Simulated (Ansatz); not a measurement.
Values for one crystal, relaxed and computed with DFT-r²SCAN+D4 in the program Ansatz with PAW potentials; other levels are named.

```yaml
volume_per_atom: 26.61 Å³
band_gap: 3.76 eV (indirect)
smallest_direct_gap_on_the_standard_path: 3.89 eV
Formation energy from the elements (no fitted shifts): -103 kJ/mol of atoms
electron_effective_mass: 0.46, 0.56, 1.4 mₑ (principal values)
Bulk modulus (Birch–Murnaghan fit): 15.7 GPa
valence_band_maximum: off the standard path, at k = (0.250, 0.396, 0.000)
```

### Question
Which compound is it?
(A) Bi2Se3, R-3m (Bi on 6c, Se on 3a, Se on 6c)
(B) BiBr3, C2/m (Bi on 4g, Br on 8j, Br on 4i)
(C) BiCl3, Pnma (Bi on 4c, Cl on 8d, Cl on 4c)
(D) PtS2, CdI2 type

### Answer
C, BiCl3, Pnma (Bi on 4c, Cl on 8d, Cl on 4c)

The first step of the workflow began from a Materials Project structure, measured or hypothetical; the Crystallography Open Database copy checked does not list it. COD files the formula under space group No. 33, so this cell is another polymorph or a model. Its standing as an ambient phase is unchecked. The cell was relaxed with r²SCAN+D4 under the symmetry of its start; its stability against distortions is not shown here. The references are the lowest solids computed at this level, not always the standard phases (solids in place of the gases). Scalar-relativistic: spin–orbit coupling is off unless named, which matters more the heavier the elements.

Potentials: the later of the program's two PAW sets.
